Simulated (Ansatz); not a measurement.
Relax this structure to zero stress and force, keeping its symmetry:

```
CELL_PARAMETERS angstrom
-1.89750 1.89750 4.37400
1.89750 -1.89750 4.37400
1.89750 1.89750 -4.37400
ATOMIC_POSITIONS crystal
Ti 0.00000 0.00000 0.00000
Ga 0.50000 0.50000 0.00000
Ga 0.75000 0.25000 0.50000
Ga 0.25000 0.75000 0.50000
```

These are results of Ansatz, DFT PBEsol, scalar-relativistic, plane waves, PAW, not measurements.

Plane waves to 420 eV, a k mesh through Γ of 16×16×16 on the computed 4-atom cell and Gaussian smearing (0.10 eV); no spin polarisation.

Q: What does it relax to?

A: The volume goes down by 0.53 Å³/atom to 15.22 Å³/atom, and the energy falls by 6.4 meV/atom. Final structure:
```cif
data_structure
_symmetry_space_group_name_H-M 'I4/mmm'
_symmetry_Int_Tables_number 139
_cell_length_a 3.7456
_cell_length_b 3.7456
_cell_length_c 8.6764
_cell_angle_alpha 90.000
_cell_angle_beta 90.000
_cell_angle_gamma 90.000
_cell_volume 121.72
loop_
_atom_site_label
_atom_site_type_symbol
_atom_site_symmetry_multiplicity
_atom_site_Wyckoff_symbol
_atom_site_fract_x
_atom_site_fract_y
_atom_site_fract_z
_atom_site_occupancy
Ti1 Ti 2 a 0.00000 0.00000 0.00000 1
Ga1 Ga 2 b 0.50000 0.50000 0.00000 1
Ga2 Ga 4 d 0.00000 0.50000 0.25000 1
```

Cost: 1 run of about 2.7 core-minutes, on Arm Neoverse V2 (shared hosts).